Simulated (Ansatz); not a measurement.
**BaHg (Pm-3m): from strained cells to moduli**

```xyz
2
Lattice="4.0911 0.0000 0.0000 0.0000 4.0911 0.0000 0.0000 0.0000 4.0911" Properties=species:S:1:pos:R:3 pbc="T T T"
Ba    0.0000    0.0000    0.0000
Hg    2.0455    2.0455    2.0455
```

Unless marked otherwise, the numbers come from PBEsol, all-electron LAPW in Ansatz 0.2.0, scalar-relativistic. k mesh 10×10×10, Fermi-Dirac smearing of 0.100 eV, basis error target 1 meV/atom. The cell was relaxed by PAW under this functional, which moved its volume by -6 % from the database entry's. This phase needn't be the one found at ambient conditions.

The cell is cubic and carries a residual pressure of 0.00 GPa at this level. Each strain component that symmetry leaves independent is applied at ±0.005, the ions relax wherever a strain frees them, and the stress (tension positive, GPa) is read. Shears are engineering strains, γ = 2ε.

```tsv
strain	size	σxx	σyy	σzz	σyz	σxz	σxy
xx	-0.005	-0.2384	-0.0919	-0.0919	0.0000	0.0000	0.0000
xx	+0.005	0.2379	0.0932	0.0932	0.0000	0.0000	0.0000
yz	-0.005	0.0011	0.0014	0.0014	-0.0934	0.0000	0.0000
yz	+0.005	0.0011	0.0014	0.0014	0.0934	0.0000	0.0000
```

A central difference gives one constant, for example C11 ≈ (0.2379 − (-0.2384))/(0.01) = 47.6 GPa; the program then imposes the crystal's symmetry on the whole matrix.

(1) What are the independent elastic constants?

(2) Do they meet the Born conditions?

(3) What moduli does a random aggregate of grains have?

(4) With the density of 8.195 g/cm³, how fast does sound travel, and what Debye temperature follows?

(5) How far do the constants move if PAW replaces LAPW in the same cell?

(6) How do the constants change if the ions are clamped to the homogeneous strain?

(7) What happens at 10 GPa (cell relaxed there)?

Answers

(1) C11 = 47.6, C12 = 18.5, C44 = 18.7 GPa.

(2) C11 − C12 = 29.1, C11 + 2C12 = 84.7 and C44 = 18.7 GPa must all be positive, so the crystal is elastically stable; that says nothing yet of its phonons.

(3) B = (C11 + 2C12)/3 = 28.2 GPa. G_V = (C11 − C12 + 3C44)/5 = 17.0 and G_R = 5(C11 − C12)C44/(4C44 + 3(C11 − C12)) = 16.8, so G_H = 16.9 GPa. Then E = 9BG/(3B + G) = 42.3 GPa, ν = (3B − 2G)/(6B + 2G) = 0.250 and B/G = 1.67, on the brittle side of Pugh's 1.75 (a rule of thumb).

(4) 

| direction | slow (m/s) | middle (m/s) | fast (m/s) |
| --- | --- | --- | --- |
| [100] | 1510 | 1510 | 2411 |
| [110] | 1333 | 1510 | 2513 |
| [111] | 1394 | 1394 | 2546 |

The mean of v⁻³ over directions and branches gives v_m = 1593 m/s and θ_D = (ħ/k_B) v_m (6π²n)^(1/3) = 146 K, n being atoms per volume. Young's modulus spans 37 to 46 GPa over directions, and the universal anisotropy index is 0.08.

(5) 

```
constant  LAPW (GPa)  PAW (GPa)  difference
     C11        47.6       47.6         0.0
     C12        18.5       18.5         0.0
     C44        18.7       18.7         0.0
```

(6) None moves by more than 0.3 GPa: by symmetry a homogeneous strain puts no force on these sites.

(7) The volume falls to 0.8082 of its value, and C11 = 86.6, C12 = 63.1, C44 = 39.0 GPa (slopes of the stress), in this structure whether or not another phase takes over.

Keep in mind: responses of metals move with mesh and smearing; no spin-orbit coupling on heavy atoms; the frozen-core PAW files of the compared runs were fitted under PBE, their cores solved anew for this functional.
